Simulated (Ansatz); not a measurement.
The relaxed structure here is a generated cell of Be: the first start was made by placing the elements on the sites of a structure type, and the end was not matched to a known phase here, so it may be hypothetical. Known forms of Be include space group No. 194.

A relaxed cell of Be (Fmmm (No. 69)), relaxed on a k-mesh at least as fine as the one used below. Calculation: PBE (plane waves to 420 eV, PAW, scalar-relativistic; Ansatz, an electronic-structure program). Γ-centred k-mesh 17×17×17 on the run's cell (coarser than for final values), Fermi–Dirac smearing 0.05 eV.

```
CELL_PARAMETERS angstrom
      0.00000     3.62462     8.64563
      1.13744     0.00000     4.32281
      1.13744     3.62462     4.32281
ATOMIC_POSITIONS crystal
  Be 0.64237 0.14237 0.85763
  Be 0.14237 0.14237 0.85763
  Be 0.35763 0.85763 0.14237
  Be 0.85763 0.85763 0.14237
```

The atoms are displaced along an unstable phonon of this cell by (Å):

```tsv
atom	ux	uy	uz
Be1	0.000	0.000	0.150
Be2	0.000	0.000	-0.150
Be3	0.000	0.000	0.150
Be4	0.000	0.000	-0.150
```

Q: What forces (eV/Å) and pressure result?

A: 
```tsv
atom	Fx	Fy	Fz
Be1	0.00	0.00	0.39
Be2	0.00	0.00	-0.64
Be3	0.00	0.00	0.64
Be4	0.00	0.00	-0.39
```

Pressure -1.9 GPa.

Q: Estimate the energy cost of the displacement in the harmonic approximation and compare with the calculation.

A: For a harmonic well ΔE = −½ Σ F·u = -0.155 eV a cell, or -39 meV/atom. The calculated energy relative to the undisplaced cell is -0.04 eV/atom, so the harmonic estimate holds well.

The undisplaced cell is probably no minimum: from this displacement the run went on to Cmcm (No. 63), 0.21 eV/atom below it.

No spin polarisation in the result.
